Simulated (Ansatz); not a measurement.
K$_{2}$MoCl$_{6}$:
```
K2MoCl6
1.0
    0.00000     4.89289     4.89289
    4.89289     0.00000     4.89289
    4.89289     4.89289     0.00000
Mo Cl K
1 6 2
Direct
  0.00000   0.00000   0.00000
  0.75765   0.24235   0.24235
  0.24235   0.75765   0.24235
  0.24235   0.75765   0.75765
  0.75765   0.24235   0.75765
  0.24235   0.24235   0.75765
  0.75765   0.75765   0.24235
  0.25000   0.25000   0.25000
  0.75000   0.75000   0.75000
```

Relaxed with r²SCAN.

Question: Map the electron localisation function on the plane through (0.000, 0.000, 0.000) spanned by u = [1, 0, 0] and v = [-1, 1, 1] in lattice vectors, from DFT-r²SCAN in the program Ansatz with PAW potentials.

Answer: x is the fraction of u, y of v (the angle between them is 90°; rows are the nearest grid lines); atoms in the plane: Mo at (0.00, 0.00), Cl at (0.00, 0.24), Cl at (0.00, 0.76), K at (0.50, 0.25), K at (0.50, 0.75).
```
|:=#%*-...                  ...-*%#=:|
|%%%#=:..                    ..:=#%%%|
|**+=:..                      ..:=+**|
|===--:.        .-==-.        .:--===|
|@@@@%#+:    .+%@@@@@@%+.    :+#%@@@@|
|:=#@@@%*:  .*@@@@##@@@@*.  :*%@@@#=:|
|:=%@@@%*:  .#@@@%**%@@@#.  :*%@@@%=:|
|@@@@@@%+.   =%@@@@@@@@%=   .+%@@@@@@|
|%%%%*=:      .=#%%%%#=.      :=*%%%%|
|-:.                              .:-|
|                                    |
|                                    |
|                                    |
|                                    |
|-:.                              .:-|
|%%%%*=:      .=#%%%%#=.      :=*%%%%|
|@@@@@@%+.   =%@@@@@@@@%=   .+%@@@@@@|
|:=%@@@%*:  .#@@@%**%@@@#.  :*%@@@%=:|
|:=#@@@%*:  .*@@@@##@@@@*.  :*%@@@#=:|
|@@@@%#+:    .+%@@@@@@%+.    :+#%@@@@|
|===--:.        .-==-.        .:--===|
|**+=:..                      ..:=+**|
|%%%#=:..                    ..:=#%%%|
|:=#%*-...                  ...-*%#=:|
```
Scale: ten equal steps from 0.002 (start of ' ') to 0.887 (end of '@'), in the order ' .:-=+*#%@'; x runs from 0.000 to 1.00, y from 0.000 (bottom) to 1.00 (top).

The density is the valence pseudo-density with augmentation charge, so density and ELF within about 1 Å of a nucleus are not all-electron values.

Space group Fm-3m. The workflow started from an entry of the Crystallography Open Database (COD). Its standing as an ambient phase is unchecked. Symmetry was held in the r²SCAN relaxation; its stability against distortions is not shown here. The run is not spin-polarised.

Potentials: the later of the program's two PAW sets.
